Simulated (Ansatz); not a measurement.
# Structure types of B compared at 650 GPa

Structure types of B are relaxed in primitive cells with their symmetry kept at 650 GPa, on PAW files; LAPW relaxes the small cells further and takes the PAW cell for the others (marked *). The enthalpy is E + pV at zero temperature, without zero-point motion. Only the types listed were tried, and differences under about 5 meV/atom are mesh noise. The real phase may be another.

All numbers are PBEsol results (scalar-relativistic) from Ansatz 0.2.0, with Fermi–Dirac smearing of 0.1 eV, no spin polarisation. Methods: LAPW: all electrons, basis error target 0.5 meV/atom; PAW: frozen-core files, cutoff 420 eV.

k meshes: fcc 28×28×28, bcc 29×29×29, hcp 26×26×14, diamond 21×21×21, graphite 18×18×6, omega 14×14×19.

The PAW files were made under PBE.

Problem. Which type is lowest in enthalpy, and by how much?

Solution. fcc, 205 meV/atom below hcp. The whole table:

```
start type                       ends as          a, b, c (Å)  V (Å³/atom)  H − H(lowest), LAPW (meV/atom)  same, PAW
       fcc                    fcc, Fm-3m  2.268, 2.268, 2.268         2.92                             0.0        0.0
       bcc                    bcc, Im-3m  1.803, 1.803, 1.803         2.93                           566.6      566.8
       hcp                 hcp, P6_3/mmc  1.592, 1.592, 2.651         2.91                           205.3      205.2
   diamond                diamond, Fd-3m  3.038, 3.038, 3.038         3.50                          3631.0     3630.9
 graphite*  distorted graphite, P6_3/mmc  2.362, 2.362, 2.642         3.19                          1929.3     1931.9
     omega                 omega, P6/mmm  2.532, 2.532, 1.587         2.94                           512.5      513.0
```
